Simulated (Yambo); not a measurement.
A BSE run in Yambo for SiO₂ (space group R32, No. 155) (PBEsol bands; 6×6×6 mesh, 11 valence and 3 conduction bands, static screening with 76 bands and a 3 Ry block, scissor 3.01 eV, Tamm-Dancoff; field along x) gives:

| state | energy (eV) | states within 2 meV | relative strength | class |
|---|---|---|---|---|
| 1 | 7.54 | 1 | < 0.01 | dark |
| 2 | 7.71 | 2 | 0.01 | weak |
| 3 | 8.16 | 2 | 1.00 | strong |
| 4 | 8.31 | 1 | < 0.01 | dark |
| 5 | 8.37 | 1 | < 0.01 | dark |

Axes are Cartesian, with cell vectors (Å) (3.98, 2.30, 2.62), (-3.98, 2.30, 2.62), (0.00, -4.59, 2.62).

**Question.** What changes when the window shrinks to 11 valence and 2 conduction bands?

**Answer.** The lowest state goes from 7.541 eV to 7.566 eV, and its distance below the direct gap from 1.245 eV to 1.219 eV. These are vertical excitations (zero momentum). The scissor comes from a G0W0 run whose convergence isn't established.

Geometry of the Materials Project entry, not relaxed at this level; primitive cell a = 5.2839 Å, b = 5.2839 Å, c = 5.2839 Å, α = 97.60°, β = 97.60°, γ = 97.60°.

This is not the ordinary phase of the substance; no match was found in the copy of COD used, and its stability was not checked.
